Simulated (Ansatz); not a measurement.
NaF (rock salt)

```xyz
2
Lattice="0.0000 2.3508 2.3508 2.3508 0.0000 2.3508 2.3508 2.3508 0.0000" Properties=species:S:1:pos:R:3 pbc="T T T"
F      0.0000     0.0000     0.0000
Na     2.3508     2.3508     2.3508
```

In each cell atom 1 (F, nearest neighbour Na at 2.351 Å; its periodic images, 3.3 Å or more away, move with it) moves by s·(1.000, 0.000, 0.000) (along Cartesian x), the rest being held.

These are PBE (plane waves to 420 eV, PAW, scalar-relativistic; Ansatz, a program for electronic structure) values and carry that method's errors. k mesh 10×10×10 (Γ-centred), Fermi-Dirac smearing 0.05 eV. Energies are smeared free energies. Left out: 2 of 11 points, with atoms too close for the PAW data. NaF was relaxed with its symmetry unable to fall. The relaxed volume of NaF is well above the measured one; the method has no dispersion term. The zero of ΔE is the undisplaced structure.

| s (Å) | ΔE (meV/cell) |
|---|---|
| -0.568 | withheld |
| -0.426 | 285 |
| -0.284 | 98 |
| -0.142 | 21 |
| 0.000 | 0 |
| 0.142 | 21 |
| 0.284 | 98 |
| 0.426 | 285 |
| 0.568 | withheld |

Fit an even polynomial form (powers 2, 4) to the given rows and predict ΔE at s = 0.568.

Least squares on the 7 given rows: ΔE = (937.0)·s² + (3489)·s⁴, in meV/cell with s in Å; root-mean-square residual 0.4 meV/cell. At 0.568 the fit gives 665 meV/cell; the calculation gives 696 meV/cell, so the extrapolation is off by -31 (-4.5 %). The quadratic term alone would give 302 meV/cell.

(For displaced atoms, the force is minus the slope of the energy, and its curvature is a force constant, which sets phonon frequencies.)
